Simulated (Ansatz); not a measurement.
## A sublattice moved along a line in Ca3PbO

Level of theory: DFT PBEsol, scalar-relativistic, plane waves, PAW (Ansatz). Cutoff 420 eV, Γ-centred 10×10×10 k-points, Gaussian smearing of 0.15 eV. Spin–orbit coupling is left out, which can shift energies with elements as heavy as these. No spin polarisation. Energies are free energies at this smearing, counted from the undisturbed cell; pressure is positive in compression.

Zero of the scan (as given, not relaxed at this level; it stands at -1.6 GPa, and it needn't be the usual structure):

```yaml
crystal:
  lattice:
    - [4.84700, 0.00000, 0.00000]
    - [0.00000, 4.84700, 0.00000]
    - [0.00000, 0.00000, 4.84700]
  atoms:
    - { symbol: Ca, position: [0.00000, 0.50000, 0.50000] }
    - { symbol: Ca, position: [0.50000, 0.00000, 0.50000] }
    - { symbol: Ca, position: [0.50000, 0.50000, 0.00000] }
    - { symbol: Pb, position: [0.00000, 0.00000, 0.00000] }
    - { symbol: O, position: [0.50000, 0.50000, 0.50000] }
```

Every Ca atom is moved by x along the Cartesian unit vector (-1.000, 0.000, 0.000); the cell and all other atoms stay fixed. The cell is metallic on the mesh throughout.

| x (Å) | ΔE (meV/cell) | force along x on the moved atoms (eV/Å) |
| --- | --- | --- |
| -0.1000 | 25.6 | 0.52 |
| -0.0500 | 6.3 | 0.25 |
| 0.0000 | 0.0 | 0.00 |
| 0.0250 | 1.6 | -0.13 |
| 0.0375 | 3.5 | -0.19 |
| 0.0625 | 9.9 | -0.32 |
| 0.0750 | 14.3 | -0.38 |
| 0.0875 | 19.5 | -0.45 |

By symmetry 0.1000 repeats -0.1000, -0.0750 repeats 0.0750, 0.0500 repeats -0.0500, -0.0250 repeats 0.0250 in energy, with the opposite slope along the path.